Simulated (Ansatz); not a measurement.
Ni:
```
CELL_PARAMETERS angstrom
      0.00000     1.73476     1.73476
      1.73476     0.00000     1.73476
      1.73476     1.73476     0.00000
ATOMIC_POSITIONS crystal
  Ni 0.00000 0.00000 0.00000
```
Starting moments (μB, in the order of the atoms Ni): 0.8.

Relaxed with r²SCAN+D4. Special points in fractions of this cell's reciprocal vectors: Γ (0.000, 0.000, 0.000); X (0.500, 0.000, 0.500); U (0.625, 0.250, 0.625); K (0.375, 0.375, 0.750); L (0.500, 0.500, 0.500); W (0.500, 0.250, 0.750).

Problem. List the band energies nearest the Fermi level at these points for r²SCAN+D4 (plane waves, PAW; program Ansatz).

Solution. In eV from the Fermi level; about four levels below and three above (degenerate sets whole), none deeper than 8.9 eV; … stands for higher levels left out; points with the same levels are listed once.

```
k                      below        above
---  -----------------------  -----------
Γ ↑        -3.12 -3.12 -3.12            …
X ↑  -5.01 -1.01 -1.01 -0.97            …
U ↑  -4.44 -2.73 -1.56 -1.28            …
L ↑  -3.04 -3.04 -1.10 -1.10            …
W ↑  -3.77 -3.77 -1.80 -1.01            …
Γ ↓        -1.73 -1.73 -1.73            …
X ↓        -4.98 -3.94 -0.15  0.59 0.59 …
U ↓  -4.14 -3.52 -1.66 -0.79       0.29 …
L ↓  -4.92 -2.09 -2.09 -0.81            …
W ↓  -3.97 -2.72 -2.72 -1.06       0.59 …
```

Space group Fm-3m (fcc (Cu type)). Symmetry was held in the r²SCAN+D4 relaxation. Spin order of the final state: ferromagnetic, chosen from 3 collinear starts compared on coarse meshes (ties went to the first, and starts can fall back to one state), not a proven ground state. Textbook magnetic order: ferromagnetic. Other orbital occupations within this spin state were not tried. For itinerant 3d metals, meta-GGAs of the SCAN family and hybrids are commonly reported to give too large moments. The pairwise dispersion correction was not fitted to metals.

Potentials: the earlier of the program's two PAW sets.
